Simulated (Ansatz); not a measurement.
Here is the system:

Rb:
```
CELL_PARAMETERS angstrom
     -2.77912     2.77912     2.77912
      2.77912    -2.77912     2.77912
      2.77912     2.77912    -2.77912
ATOMIC_POSITIONS crystal
  Rb 0.00000 0.00000 0.00000
```

This is the PBE+D3(BJ)-relaxed structure.

Question: All from PBE+D3(BJ) in the plane-wave PAW code Ansatz, unless another level is named. Predict the Hill bulk and shear moduli.

Answer: 3.1 and 1.0 GPa.

Question: Give the elastic constants (relaxed ions, GPa).

Answer: C11 = 3.5, C12 = 2.9, C44 = 2.3.

Space group Im-3m (bcc (W type)). Symmetry was held in the PBE+D3(BJ) relaxation. The pairwise dispersion correction was not fitted to metals. As this level gives no gap, shear constants depend on the k-mesh and smearing (Fermi–Dirac, 0.1 eV here).

Potentials: the later of the program's two PAW sets.
